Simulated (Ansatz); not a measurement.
Two-dimensional strain map in Ta3Ru2

The calculation used DFT PBEsol, scalar-relativistic, plane waves, PAW in Ansatz. Cutoff 420 eV, Γ-centred 12×12×4 k-points, Gaussian smearing of 0.15 eV. Spin–orbit coupling is left out, which can shift energies with elements as heavy as these. No spin polarisation. Energies are free energies at this smearing, counted from the undisturbed cell; pressure is positive in compression.

Reference structure (relaxed at this level; it needn't be the usual structure):

```xyz
10
Lattice="3.1889 0.0000 0.0000 0.0000 3.1889 0.0000 0.0000 0.0000 15.6359" Properties=species:S:1:pos:R:3 pbc="T T T"
Ta    0.0000    0.0000   13.9974
Ta    0.0000    0.0000    1.6385
Ta    0.0000    0.0000    4.7651
Ta    0.0000    0.0000    7.8180
Ta    0.0000    0.0000   10.8708
Ta    1.5945    1.5945    0.0000
Ru    1.5945    1.5945    3.2643
Ru    1.5945    1.5945    6.2949
Ru    1.5945    1.5945    9.3410
Ru    1.5945    1.5945   12.3716
```

The cell is strained by p along both x and y and by q along z, fractional coordinates fixed. Points are written (p, q).

Energy above the undisturbed cell in meV/atom (a dash: not computed):

| p \ q | -0.030 | -0.015 | 0.000 | 0.015 | 0.030 |
| --- | --- | --- | --- | --- | --- |
| -0.030 | 115.6 | 80.4 | 55.0 | 37.9 | 27.5 |
| -0.015 | 51.6 | – | 13.3 | – | 8.6 |
| 0.000 | 18.9 | 4.7 | 0.0 | – | 14.9 |
| 0.030 | 35.1 | – | 49.0 | – | 94.9 |

Pressure in GPa:

```
 p \ q  -0.030  -0.015  0.000  0.015  0.030
-0.030    28.8    23.3   18.1   13.4    9.0
-0.015    18.0       –    8.4      –    0.3
 0.000     8.5     4.1    0.0      –   -7.1
 0.030    -6.8       –  -13.5      –  -19.1
```